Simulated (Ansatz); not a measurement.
## KAs₄, before and after

A trial structure of KAs₄ was built thus: K between sheets of the Se type, stage 2 (P4/mmm, No. 123) (host As; sites filled 1 of 2). A sheet's type names the database crystal that the layer was cut from. The dimensions are guesses.

POSCAR.start

```
K As
1.0
     3.77080    0.00000    0.00000
     0.00000    3.77080    0.00000
     0.00000    0.00000    8.22372
K As
1 4
Direct
  0.00000 0.00000 0.00000
  0.00000 0.50000 0.72982
  0.50000 0.00000 0.72982
  0.00000 0.50000 0.27018
  0.50000 0.00000 0.27018
```

All numbers below come from DFT PBE+D3(BJ), scalar-relativistic, plane waves, PAW (Ansatz). Cutoff 420 eV, Gaussian smearing, Γ-centred meshes. Cell and atoms relax first on a coarse mesh and then on a finer one. In between, the cell is made exact in the group found at 0.06 Å. In metals the finer mesh still leaves noise of several meV/atom or more. The steps can't lower the symmetry of their start. No spin polarisation.

POSCAR.end

```
K As
1.0
     3.95908    0.00000    0.00000
     0.00000    3.95908    0.00000
     0.00000    0.00000    7.80984
K As
1 4
Direct
  0.00000 0.00000 0.00000
  0.00000 0.50000 0.65794
  0.50000 0.00000 0.65794
  0.00000 0.50000 0.34206
  0.50000 0.00000 0.34206
```

The symmetry stays P4/mmm (No. 123). The volume per atom grows by 4.7 %, from 23.4 to 24.5 Å³. The shortest distance goes from 2.67 Å (As–As) to 2.47 Å (As–As). The energy falls by about 0.53 eV/atom (the start's value is from the coarse mesh).

```yaml
Volume_per_atom: 24.48 Å³
Density: 4.60 g/cm³
Formation_energy: −0.06 eV/atom
Gap_on_the_10×10×6_mesh_of_the_5-atom_cell: 0 eV (a metal)
```

The zero of energy is the elements' standard structures at the same level; no fitted shifts are applied. Whether it is stable depends on the other phases of the system, which aren't compared here.

The last run used Gaussian smearing of 0.10 eV. An odd number of electrons in the primitive cell allows no gap without spin; a larger cell or a magnetic state could open one. The cell is a metal run without spin; a magnetic state may lie lower. Symmetry constrained the relaxation, so the result can be a saddle point. In all, the 3 runs took 6.3 min on 1 thread of Arm Neoverse N1, on a shared host.
